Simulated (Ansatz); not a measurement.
ZnS:
```yaml
crystal:
  lattice:
    - [3.56492, 0.00000, 0.00000]
    - [-1.78246, 3.08731, 0.00000]
    - [0.00000, 0.00000, 5.81647]
  atoms:
    - { symbol: Zn, position: [0.00000, 0.00000, 0.00000] }
    - { symbol: Zn, position: [0.00000, 0.00000, 0.50000] }
    - { symbol: S, position: [0.33333, 0.66667, 0.25000] }
    - { symbol: S, position: [0.66667, 0.33333, 0.75000] }
```

Relaxed with PBEsol. Special points in fractions of this cell's reciprocal vectors: Γ (0.000, 0.000, 0.000); M (0.500, 0.000, 0.000); K (0.333, 0.333, 0.000); A (0.000, 0.000, 0.500); L (0.500, 0.000, 0.500); H (0.333, 0.333, 0.500).

Q: List the band energies nearest the valence-band maximum at these points for plane-wave PAW PBEsol (Ansatz code).

A: In eV from the valence-band maximum; about four levels below and three above (degenerate sets whole), none deeper than 8.9 eV; points with the same levels are listed once.

```
k                          below                          above
-  -----------------------------  -----------------------------
Γ  -0.78 -0.78 -0.63 -0.11 -0.11            1.65 3.48 6.47 6.47
M        -3.97 -2.71 -2.14 -0.10                 2.58 3.32 3.90
K        -2.88 -2.88 -2.60 -2.60            0.27 6.09 7.44 7.44
A        -0.39 -0.39 -0.39 -0.39  3.68 3.68 6.66 6.66 6.66 6.66
L        -1.60 -1.60 -1.59 -1.59            2.02 2.02 5.33 5.33
H        -4.32 -4.32 -0.40 -0.40            3.72 3.72 4.36 4.36
```

Space group P6_3/mmc (NiAs type). The start of the workflow was typed in or built on a structure type; neither database checked (COD, Materials Project) lists it. It is not the phase usual at ambient conditions (space group No. 186, 216). The PBEsol relaxation kept the symmetry of its start; phonons show weakly imaginary modes.

Potentials: the earlier of the program's two PAW sets. The files were generated under PBE; for other functionals the program regenerates the frozen cores, and for LDA and PBEsol the local potential too.
